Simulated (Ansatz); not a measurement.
ZrGeMo in space group Pnma (No. 62; Zr on 4c, Ge on 4c, Mo on 4c), DFT-PBE in the program Ansatz with PAW potentials, all energies at zero smearing, with the estimated change up to a 700 eV cutoff added, with one set of potentials and settings (totals compare only within such a set). Cell of 12 atoms (4 Zr, 4 Ge, 4 Mo): -53746.530 eV.

| element | reference phase | E (eV/atom) |
|---|---|---|
| Zr | P6_3/mmc, 2 atoms in the cell | -4183.8362 |
| Ge | Fd-3m, 2 atoms in the cell | -4294.9847 |
| Mo | Im-3m, 1 atoms in the cell | -4956.0212 |

Formation energy per atom, worked out: (-53746.530 − 4×(-4183.8362) − 4×(-4294.9847) − 4×(-4956.0212))/12 = -0.597 eV/atom (-58 kJ per mol of atoms), at 0 K, without zero-point energy or fitted corrections.

The workflow started from a Materials Project entry (that database holds measured and hypothetical structures alike); the Crystallography Open Database copy checked does not list it. Its standing as an ambient phase is unchecked. The PBE relaxation kept the symmetry of its start; whether a distortion lowers the energy is not shown. No spin polarisation was allowed. The references are the lowest solids computed at this level, not always the standard phases.

Potentials: the later of the program's two PAW sets.
